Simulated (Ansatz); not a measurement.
The cell below belongs to a search over invented structures; it isn't taken from experiment.

Input and command of a plane-wave DFT calculation in Ansatz:

```yaml
crystal:
  lattice:
    - [-2.66689841, 2.66689841, 4.36373402]
    - [2.66689841, -2.66689841, 4.36373402]
    - [2.66689841, 2.66689841, -4.36373402]
  atoms:
    - { symbol: La, position: [0.25, 0.75, 0.5] }
    - { symbol: La, position: [0.0, 0.0, 0.0] }
    - { symbol: Nb, position: [0.75, 0.25, 0.5] }
    - { symbol: O, position: [0.73359669, 0.73359669, 0.0] }
    - { symbol: O, position: [0.26640331, 0.26640331, 0.0] }
    - { symbol: O, position: [0.54738486, 0.04738486, 0.5] }
    - { symbol: O, position: [0.95261514, 0.45261514, 0.5] }
    - { symbol: O, position: [0.5, 0.5, 0.0] }
basis:
  ecutwfc: 420
kpoints:
  mp_grid: { grid: [3, 3, 3] }
hamiltonian:
  xc: pbe
scf:
  occupations: { method: gaussian, width: 0.15 }
  lower_state_search: "off"
output:
  forces: true
  stress: true
  eigenvalues: true
relax:
  adjacent_minimum: "off"
  f_tol: 0.08
  max_steps: 16
  cell: { stress_tol: 0.8 }
```

```bash
ansatz run input.yaml --threads 1 --pin off --max-ram 2560MiB --backend cpu --events-out ev --progress --plain --runs-dir out
```

Processor: AMD EPYC 7R43 64-Core Processor (Zen 3), 1 thread, on a host shared with other jobs.

**Question.** How long does it run, and how much memory does it take?

**Answer.** About 96 s, peak memory 0.47 GiB. It solves 41 bands at 6 k points (after reduction by symmetry) with about 2493 plane waves (on the last cell), in 118 SCF iterations over 16 ionic steps.
